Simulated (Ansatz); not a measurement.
The cell is a free-standing Janus 1T monolayer of RuFBr; cell and atoms were relaxed with r2SCAN. The sheet's in-plane cell has a = 3.546 Å, b = 3.546 Å (γ = 120.0°), and its outermost atoms lie 2.23 Å apart along the normal. Ru has 3 F at 2.27 Å and 3 Br at 2.40 Å; F has 3 Ru at 2.27 Å; Br has 3 Ru at 2.40 Å.

```cif
data_structure
_symmetry_space_group_name_H-M 'P 1'
_symmetry_Int_Tables_number 1
_cell_length_a 3.5455
_cell_length_b 3.5455
_cell_length_c 29.3088
_cell_angle_alpha 90.000
_cell_angle_beta 90.000
_cell_angle_gamma 120.000
_cell_volume 319.08
loop_
_atom_site_label
_atom_site_type_symbol
_atom_site_fract_x
_atom_site_fract_y
_atom_site_fract_z
_atom_site_occupancy
Ru1 Ru 0.00000 0.00000 0.31008 1
F1 F 0.33333 0.66667 0.34366 1
Br1 Br 0.66667 0.33333 0.26749 1
```
Periodic in the plane only; c spans the vacuum.

3 runs of Ansatz on this cell differ in the functional (and in the settings that go with it). Levels are in eV from each run's valence top; v1 is the last filled band, c1 the first empty one.

Run A, mean stress -0.5 N/m (compression positive):
```
point     v2     v1    c1    c2
    Γ  -1.09   0.00  5.15  5.15
    M  -0.43  -0.32  4.58  5.04
    K  -0.52  -0.15  3.97  5.27
```

Run B, mean stress -0.2 N/m (compression positive):
```
point     v2     v1    c1    c2
    Γ  -1.07   0.00  4.00  4.00
    M  -0.38  -0.28  3.38  3.87
    K  -0.49  -0.14  2.82  4.07
```

Run C, mean stress +1.1 N/m (compression positive):
```
point     v2     v1    c1    c2
    Γ  -0.98   0.00  2.15  2.15
    M  -0.24  -0.15  1.44  1.97
    K  -0.38  -0.22  1.14  2.05
```

Task: Match the runs to PBE, HSE06, r2SCAN0.

Result: A is r2SCAN0, B is HSE06, C is PBE. In order of the gap: PBE 1.14, HSE06 2.82, r2SCAN0 3.97 eV.

The cell comes from a prototype generator: it can be a known phase or a hypothetical one. Spin polarisation is off.

Spin-orbit coupling is left out.

The stress of a hybrid is loosely converged in these runs.

The meshes of the hybrids are coarse, so their gaps aren't converged to the digits shown.
